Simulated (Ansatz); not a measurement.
**ZrRuSi: pressure against volume**

ZrRuSi, P-62m, a = 6.675 Å, c = 3.701 Å. The structure is a COD entry; whether it is the stable form wasn't checked. Ansatz: r2SCAN, PAW, 500 eV, Γ-centred 6×6×10 mesh on 9 atoms, Gaussian smearing 0.10 eV; no spin polarisation. Shape and atoms are relaxed at each volume; pressure is positive in compression.

```
V (Å³/atom) P (GPa)
     14.443    23.27
     14.919    14.29
     15.395        ?
     15.871     0.02
     16.347    -5.59
     16.823   -10.38
     17.458   -15.67
```

Question: Take V0 = 15.871 Å³/atom, count pressures from its P0 = 0.02 GPa, fit the third-order Birch–Murnaghan form to the other rows, and predict the missing pressure.

Answer: With the Eulerian strain f = ½[(V0/V)^(2/3) − 1] and y = (P − P0)/[3f(1 + 2f)^(5/2)], the form is the line y = B0 + 1.5 B0 (B0′ − 4) f. Rows (f, y): 0.03244, 204.2; 0.02105, 203.8; -0.00975, 201.5; -0.01905, 200.5; -0.03078, 199.2. Means f = -0.001218, y = 201.84; Σ(Δf)² = 0.002893, ΣΔfΔy = 0.2279; the slope is their ratio. y = 201.9 + 78.77 f GPa, so B0 = 201.9 GPa and B0′ = 4 + 2 × (78.77)/(3 × 201.9) = 4.26. At V = 15.395, f = 0.01025, y = 202.71 and P = 6.58 GPa. The run gave 6.60 GPa, so the fit is 0.02 GPa too low, within the rms miss on the fitted rows (0.02 GPa).